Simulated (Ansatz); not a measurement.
# Li interstitial in Eu2H3Br, calculated

All numbers are calculated (PBEsol+U (Eu 6 eV), collinear spin, no spin-orbit coupling; Ansatz, PAW set soft_2, 420 eV, k-mesh 2×3×3 shifted by half a step), not measured.

The relaxed host crystal (Kohn–Sham gap 0.50 eV):

```
Br Eu H
1.0
     4.03924    0.00000    0.00000
    -2.01962    3.49809    0.00000
     0.00000    0.00000    6.99128
Br Eu H
1 2 3
Direct
  0.00000 0.00000 0.00000
  0.66667 0.33333 0.69313
  0.33333 0.66667 0.30687
  0.66667 0.33333 0.35224
  0.33333 0.66667 0.64776
  0.00000 0.00000 0.50000
```

Supercell of 18 atoms, rows of the matrix [[0,0,1],[-1,-2,0],[2,1,0]] times the cell vectors; Li interstitial at (0.000, 0.150, 0.250) in fractions of the cell above. Atoms are relaxed at the host's cell, from a start shaken by 0.05 Å near the defect.

Nearest atoms to the added Li: relaxed H 1.67 Å, H 1.89 Å, H 1.89 Å, H 1.89 Å, Br 2.58 Å, Eu 2.84 Å, Eu 2.84 Å, Eu 2.85 Å.

The largest move of an atom from its ideal place is 1.2 Å, so the cell rearranged and didn't merely relax.

| charge | moment of the cell (μB) | moment on Li (μB) | gap of the cell on the mesh (eV) | carriers |
| --- | --- | --- | --- | --- |
| 0 | 43.00 | 0.01 | 0.00 | in a band of the host or near its edge |

On this mesh the host's own supercell has a gap of 1.09 eV.

At charge 0 a carrier lies in a band of the host or at its edge (levels aligned by the semicore states), so it isn't shown to be bound to the defect (semilocal functionals spread carriers too far and can miss a bound one), and no level is taken from that state.

No formation energy is given, since the neutral cell holds a carrier in a band.

Caveats: bands were filled unevenly over the k points at some point of the run; open f or d shells may hold a state above the lowest; semilocal functionals make gaps too small, which shifts levels too; small supercell, so energies and levels can be off by tenths of an eV; one random start near the defect, so other minima are possible.
